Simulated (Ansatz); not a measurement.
Relaxation of a generated cell, ZnCu2SnSe4 built in the stannite structure type; 8 atoms in the cell, which starts as I-42m (No. 121), tI16; a = 5.731 Å, b = 5.731 Å, c = 11.258 Å, α = 90.00°, β = 90.00°, γ = 90.00°. All values below come from PBEsol (plane waves to 420 eV, PAW, scalar-relativistic; Ansatz, a quantum-chemistry and plane-wave program). Γ-centred k-mesh 6×6×6 on the run's cell (coarser than for final values), Fermi–Dirac smearing 0.05 eV. This is the first round of the run. 

The optimiser's lines from the output (shortened; P is positive under compression):

```
relax step   1: F+E_penalty+E_count = -44107.83440241 eV  Δ(F+E_penalty+E_count) = +0.000e0 eV  max|allowed force component| = 4.899e-1 eV/Å  Δτ_max = 0.0000 Å  P = -0.836 GPa  Ω = 184.913 Å³  (9 SCF iters, dr2 threshold 1.00e-7 eV, accepted)
relax step   2: F+E_penalty+E_count = -44107.92216834 eV  Δ(F+E_penalty+E_count) = -8.777e-2 eV  max|allowed force component| = 1.081e-2 eV/Å  Δτ_max = 0.0655 Å  P = -0.958 GPa  Ω = 183.918 Å³  (9 SCF iters, dr2 threshold 8.00e-7 eV, accepted)
relax step   3: F+E_penalty+E_count = -44107.93110005 eV  Δ(F+E_penalty+E_count) = -8.932e-3 eV  max|allowed force component| = 1.807e-2 eV/Å  Δτ_max = 0.0017 Å  P = +0.001 GPa  Ω = 181.196 Å³  (8 SCF iters, dr2 threshold 8.00e-7 eV, accepted)
relax step   4: F+E_penalty+E_count = -44107.93116293 eV  Δ(F+E_penalty+E_count) = -6.288e-5 eV  max|allowed force component| = 3.866e-4 eV/Å  Δτ_max = 0.0017 Å  P = +0.000 GPa  Ω = 181.204 Å³  (7 SCF iters, dr2 threshold 2.04e-8 eV, accepted)
relax step   5: F+E_penalty+E_count = -44107.93014976 eV  Δ(F+E_penalty+E_count) = +1.013e-3 eV  max|allowed force component| = 2.413e-4 eV/Å  Δτ_max = 0.0000 Å  P = +0.000 GPa  Ω = 181.204 Å³  stress off target by 8.33e-3 GPa  SCF on the basis re-selected at this cell (its energy is not comparable with the rows above)  (10 SCF iters)
```

From the first to the last row the energy changes by -0.01 eV/atom and the volume by -2.0 %. The last row is marked as not comparable with the walk above it, whose basis was carried along; it does compare with step 1, since both stand on a basis selected at the nominal cutoff for their own cell.

Later rounds, restarted from the end of this one on a renewed k-mesh, logged 2 more steps and released under 0.01 eV/atom more. The final structure after all rounds: I-42m (No. 121), tI16, AFLOW prototype A2BC4D_tI16_121_d_a_i_b (H2_6, as in FeCu2SnS4); a = b = 5.662 Å, c = 11.305 Å, α = β = γ = 90.00°. Between re-selections the logged energies stand on a plane-wave basis carried along with the cell. No spin polarisation in the result.

The run could not lose the symmetry of its start.

The first start was generated by placing the elements on the sites of a structure type. A measured structure of ZnCu2SnSe4 has the same space group, I-42m (No. 121); the sites were not compared with it. Another known form has space group No. 82.
